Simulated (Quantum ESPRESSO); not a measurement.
Band energies of PdCdF6

```
CELL_PARAMETERS angstrom
      2.52840     1.45977     4.83510
     -2.52840     1.45977     4.83510
      0.00000    -2.91954     4.83510
ATOMIC_POSITIONS crystal
  F  0.39434 0.05863 0.77929
  F  0.60566 0.94137 0.22071
  F  0.77929 0.39434 0.05863
  F  0.22071 0.60566 0.94137
  F  0.05863 0.77929 0.39434
  F  0.94137 0.22071 0.60566
  Pd 0.00000 0.00000 0.00000
  Cd 0.50000 0.50000 0.50000
```

PBEsol (pw.x of Quantum ESPRESSO, ONCV potentials, without SOC); path ΓLB1,BZΓX,QFP1Z,LP; energies in eV from the valence-band maximum.

```
k (1/Å)  point  band 36  band 37  band 38  band 39  band 40  band 41  band 42  band 43
-------  -----  -------  -------  -------  -------  -------  -------  -------  -------
0.00         Γ    -1.47    -1.47    -0.47    -0.12    -0.12     2.33     2.33     4.33
0.50              -1.47    -1.38    -0.47    -0.39    -0.15     2.04     2.16     5.44
0.75         L    -1.51    -1.32    -0.67    -0.40    -0.14     1.93     2.12     5.91
0.94              -1.40    -1.37    -0.56    -0.38    -0.14     1.93     2.12     6.00
1.31        B1    -1.40    -1.18    -0.40    -0.27    -0.13     1.92     2.12     6.37
1.31         B    -1.40    -1.18    -0.40    -0.27    -0.13     1.92     2.12     6.37
1.77              -1.40    -1.33    -0.37    -0.32    -0.25     1.99     2.07     5.80
1.99         Z    -1.36    -1.36    -0.38    -0.38    -0.34     2.06     2.06     5.60
2.21              -1.35    -1.35    -0.36    -0.29    -0.29     2.13     2.13     5.20
2.64         Γ    -1.47    -1.47    -0.47    -0.12    -0.12     2.33     2.33     4.33
3.18              -1.43    -1.31    -0.47    -0.30    -0.19     2.06     2.13     5.61
3.55         X    -1.34    -1.20    -0.45    -0.30    -0.11     1.90     2.17     6.33
3.55         Q    -1.34    -1.20    -0.45    -0.30    -0.11     1.90     2.17     6.33
3.88         F    -1.34    -1.12    -0.57    -0.30     0.00     1.82     2.30     6.40
3.88        P1    -1.36    -1.17    -0.50    -0.26    -0.08     1.89     2.16     6.33
4.12              -1.37    -1.28    -0.41    -0.28    -0.16     1.94     2.09     6.03
4.35              -1.40    -1.36    -0.38    -0.36    -0.31     2.04     2.07     5.66
4.47         Z    -1.36    -1.36    -0.38    -0.38    -0.34     2.06     2.06     5.60
4.47         L    -1.51    -1.32    -0.67    -0.40    -0.14     1.93     2.12     5.91
4.92         P    -1.36    -1.17    -0.50    -0.26    -0.08     1.89     2.16     6.33
```

The PBEsol gap is direct, 1.82 eV at F.

Spin-orbit splittings are left out.

Geometry of the Materials Project entry, not relaxed at this level.
